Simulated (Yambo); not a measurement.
Absorption of NaMgF3 (cubic perovskite, space group Pm-3m, No. 221) with and without the electron-hole interaction (Yambo, LDA bands; 8×8×8 mesh, 9 valence and 2 conduction bands, static screening with 42 bands and a 3 Ry block, scissor 4.66 eV, Tamm-Dancoff; field along x).

```
E (eV)  Im ε, BSE  Im ε, independent quasiparticles
------  ---------  --------------------------------
8.28         0.13                              0.01
8.38         0.16                              0.01
8.48         0.19                              0.01
8.58         0.25                              0.01
8.68         0.34                              0.01
8.78         0.48                              0.01
8.88         0.72                              0.01
8.98         1.19                              0.01
9.08         2.19                              0.01
9.18         4.11                              0.01
9.28         4.86                              0.02
9.38         2.92                              0.02
9.48         1.54                              0.02
9.58         0.91                              0.02
9.68         0.61                              0.02
9.78         0.46                              0.02
9.88         0.39                              0.03
9.98         0.38                              0.03
10.08        0.46                              0.03
10.18        0.63                              0.04
10.28        0.65                              0.04
10.38        0.56                              0.05
10.48        0.63                              0.06
10.58        0.76                              0.08
10.68        0.77                              0.11
10.78        0.75                              0.15
10.88        0.75                              0.19
10.98        0.65                              0.29
11.08        0.50                              0.38
11.18        0.42                              0.45
11.28        0.39                              0.54
11.38        0.39                              0.54
11.49        0.41                              0.53
11.59        0.46                              0.48
11.69        0.55                              0.45
11.79        0.68                              0.50
11.89        0.60                              0.59
11.99        0.49                              0.78
12.09        0.42                              0.89
12.19        0.39                              0.86
12.29        0.38                              0.70
12.39        0.43                              0.56
12.49        0.43                              0.52
12.59        0.43                              0.59
12.69        0.43                              0.75
12.79        0.50                              0.88
12.89        0.47                              0.80
12.99        0.44                              0.85
13.09        0.44                              0.88
13.19        0.56                              0.80
13.29        0.69                              0.79
13.39        0.61                              0.75
13.49        0.48                              0.74
13.59        0.42                              0.82
13.69        0.44                              0.91
13.79        0.39                              0.86
13.89        0.39                              0.78
13.99        0.43                              0.70
14.09        0.52                              0.70
14.19        0.59                              0.73
14.29        0.50                              0.85
14.39        0.46                              1.01
14.49        0.40                              0.98
14.59        0.42                              0.80
14.69        0.41                              0.68
14.80        0.38                              0.68
14.90        0.42                              0.71
15.00        0.40                              0.79
15.10        0.38                              0.80
15.20        0.29                              0.79
```

The scissor comes from a G0W0 run whose convergence isn't established. Broadening 0.15 eV. The band window holds all transitions up to 15.4 eV. Fine structure above the onset can come from the mesh.

The cell is held in this high symmetry; tilts and polar distortions were not searched.

Geometry of the Materials Project entry, not relaxed at this level; primitive cell a = b = c = 3.951 Å, α = β = γ = 90.00°.

The structure is a Materials Project entry; no match was found in the copy of COD used, and its stability was not checked.
